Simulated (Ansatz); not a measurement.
## Rb: levels along high-symmetry lines

```
CELL_PARAMETERS angstrom
-2.80600 2.80600 2.80600
2.80600 -2.80600 2.80600
2.80600 2.80600 -2.80600
ATOMIC_POSITIONS crystal
Rb 0.00000 0.00000 0.00000
```

The cell is a measured one (Crystallography Open Database entry 9012874); the temperature and pressure of the measurement aren't taken into account, and nothing was relaxed.

These are results of DFT, PBEsol, all-electron LAPW, scalar-relativistic (Ansatz 0.2.0), not measurements.

Sampling and basis: a Γ-centred 8×8×8 k mesh, Fermi–Dirac smearing of 0.05 eV, basis error target 1 meV/atom, no spin polarisation.

Points in fractions of the reciprocal vectors of this cell: Γ (0, 0, 0), H (0.5, -0.5, 0.5), N (0, 0, 0.5), P (0.25, 0.25, 0.25). The path joins them by straight lines in the order Γ–H–N–Γ–P–H–P–N; legs that retrace an earlier one aren't tabulated. Energies are in eV from the Fermi level.

(1) List the levels at P between -20 and 2.5 eV.

(2) List the levels at Γ between -20 and 2.5 eV.

(3) List the levels at N between -20 and 2.5 eV.

(4) What is the band gap?

Results:

(1) -12.95 (×3), 1.29 (×3).

(2) -12.90 (×3), -2.03.

(3) -13.01, -12.94, -12.90, 0.21, 0.78.

(4) none: with an odd electron count and no spin polarisation the bands can't all be full, a metal in this set-up (spin order or a larger cell could open a gap).
